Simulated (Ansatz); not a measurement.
Computed with DFT PBE, scalar-relativistic, plane waves, PAW in Ansatz. All cells share a 420 eV cutoff and Γ-centred k meshes spaced at most about 0.3 Å⁻¹ (2π included). No spin polarisation in the final relaxations.

These are static total energies at zero pressure. All come from trial cells, and lower structures may exist.

Question: Order these relaxed structures of Sn3GeTe4 by energy, lowest first, with the energy over the lowest of them.
A.

```xyz
8
Lattice="6.3202 0.0000 0.0000 0.0000 6.3202 0.0000 0.0000 0.0000 6.3202" Properties=species:S:1:pos:R:3 pbc="T T T"
Sn    3.1601    0.0000    3.1601
Sn    0.0000    3.1601    3.1601
Sn    3.1601    3.1601    0.0000
Ge    0.0000    0.0000    0.0000
Te    3.1601    3.1601    3.1601
Te    0.0000    3.1601    0.0000
Te    3.1601    0.0000    0.0000
Te    0.0000    0.0000    3.1601
```

B.

```xyz
8
Lattice="4.4707 2.5812 3.7447 -4.4707 2.5812 3.7447 0.0000 -5.1624 3.7447" Properties=species:S:1:pos:R:3 pbc="T T T"
Sn    0.0000   -2.5791    7.4263
Sn   -2.2335    1.2895    7.4263
Sn    2.2335    1.2895    7.4263
Ge    0.0000    0.0000   10.9118
Te    0.0000    0.0000    5.7101
Te    0.0000   -2.6744    2.0065
Te   -2.3161    1.3372    2.0065
Te    2.3161    1.3372    2.0065
```

Answer: B (0 meV/atom), A (16 meV/atom). Forms: B Sn and Ge ordered on rock salt sites, R3m; A Sn and Ge ordered on rock salt sites, Pm-3m. Counting Ge or Te atoms around Sn (for each partner element, those within 1.25 times its shortest distance or 1.15 times the sum of covalent radii, where it is the nearest in units of that sum or under 1.3): B has Sn 6; A has Sn 6.

These runs have no spin–orbit coupling, which can matter for Te. Cells relaxed within their symmetry can be saddle points. The R3m cell of Sn3GeTe4 came from shaking the Pm-3m one. Some types were kept out of the candidates beforehand, so the set may lack a known form.
